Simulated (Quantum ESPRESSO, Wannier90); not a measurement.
## BaTiO$_{3}$ (P4mm): Wannier90 run

Materials Project entry mp-5986; symmetrised, unrelaxed at this level. COD (Crystallography Open Database) has the formula in 5 space groups, this one among them (matched by group alone). Level: PBEsol, spinors with spin-orbit coupling; pw.x of Quantum ESPRESSO at 68 Ry with PseudoDojo potentials, 6×6×6 k-points, Wannier90. Density: 8×8×8 mesh, cold smearing 0.01 Ry.

The plane-wave run has 76 bands and 40 electrons a cell. On the energy scale of pw.x, whose zero is arbitrary, the valence-band maximum lies at 10.08 eV.

Input w.win, without the blocks of cell, atoms and k-points (216 lines):

```
num_bands = 53
num_wann = 28
exclude_bands = 1-22
spinors = true
num_iter = 1000
conv_tol = 1.0e-6
conv_window = 4
dis_num_iter = 1000
dis_conv_tol = 1.0e-6
dis_froz_max = 13.39
write_hr = true
write_u_matrices = true
begin projections
f=0.01098,-0.00340,0.09518: d
f=0.01032,0.49291,0.06378: p
f=0.49827,0.01219,0.06647: p
f=-0.00176,0.00195,-0.43911: p
end projections
mp_grid = 6 6 6
```

Task: This input has a fault. Which, and what does the program do?

Result: wannier90.x stops with:
```
w90_wannier90_readwrite_read: mismatch in w.eig
```
num_bands differs from the number of bands in the files, which is the number computed minus those excluded. Mended as below, all else unchanged, the run goes through (Ω_I = 28.4 Å²) and follows the plane-wave bands to 0.2 meV rms (states up to 2.8 eV relative to the valence-band maximum).
```
num_bands = 54
```
